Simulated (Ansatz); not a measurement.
SiMo2C in space group P6_3/mmc (No. 194; Si on 2d, Mo on 4f, C on 2a) under volume change, PBEsol in the plane-wave PAW code Ansatz, shape and atoms relaxed at each volume.

```
V (Å³/atom)  E − E(relaxed) (meV/atom)  P (GPa)
-----------  -------------------------  -------
11.459                             [?]      [?]
11.837                            37.5    16.73
12.214                             8.9     7.74
12.592                             0.0     0.00
12.970                             8.1    -6.69
13.348                             [?]      [?]
13.725                            65.6   -17.12
```

Problem. What belongs in the gaps?

Solution. 
- 13.348, E − E(relaxed) (meV/atom): 30.7
- 13.348, P (GPa): -12.32
- 11.459, E − E(relaxed) (meV/atom): 88.7
- 11.459, P (GPa): 26.61

Problem. What does a third-order Birch–Murnaghan fit give for V₀, B₀ and B′?

Solution. V₀ = 12.60 Å³/atom, B₀ = 236 GPa, B′ = 3.8.

The start of the workflow was typed in or built on a structure type; neither database checked (COD, Materials Project) lists it. Whether it is the stable phase at ambient conditions was not checked. Symmetry was held in the PBEsol relaxation; whether a distortion lowers the energy is not shown. No spin polarisation was allowed. Scalar-relativistic: spin–orbit coupling is off unless named, which matters more the heavier the elements.

Potentials: the earlier of the program's two PAW sets. The files were generated under PBE; for other functionals the program regenerates the frozen cores, and for LDA and PBEsol the local potential too.
